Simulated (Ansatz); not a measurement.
# Si$_{2}$Mo: zone-centre modes at 3 GPa

Level of theory: DFT LDA, scalar-relativistic, plane waves, PAW in Ansatz. Settings: 420 eV plane-wave cutoff, Γ-centred 18×18×18 mesh, Fermi-Dirac smearing of 0.15 eV. No spin polarisation. Phonons by linear response, acoustic sum rule imposed.

The cell, relaxed at 3 GPa:
```yaml
crystal:
  lattice:
    - [-1.57962, 1.57962, 3.87616]
    - [1.57962, -1.57962, 3.87616]
    - [1.57962, 1.57962, -3.87616]
  atoms:
    - { symbol: Si, position: [0.33495, 0.33495, 0.00000] }
    - { symbol: Si, position: [0.66505, 0.66505, 0.00000] }
    - { symbol: Mo, position: [0.00000, 0.00000, 0.00000] }
```

In a metal, frequencies and elastic constants depend on the k mesh and the smearing, soft modes and shear constants most.

Task: Is this structure stable against zone-centre distortions?

Result: Yes, at Γ: no optical mode is imaginary. Strains and other wave vectors aren't tested by this run.

Task: List the optical modes at Γ (i marks imaginary ones).

Result:
| frequency (cm⁻¹) | degeneracy |
| --- | --- |
| 287 | 2 |
| 328 | 1 |
| 341 | 2 |
| 445 | 1 |

Cost: 1 run of about 4.7 core-minutes, on Intel Xeon Platinum 8175M (Skylake/Cascade Lake) (shared hosts).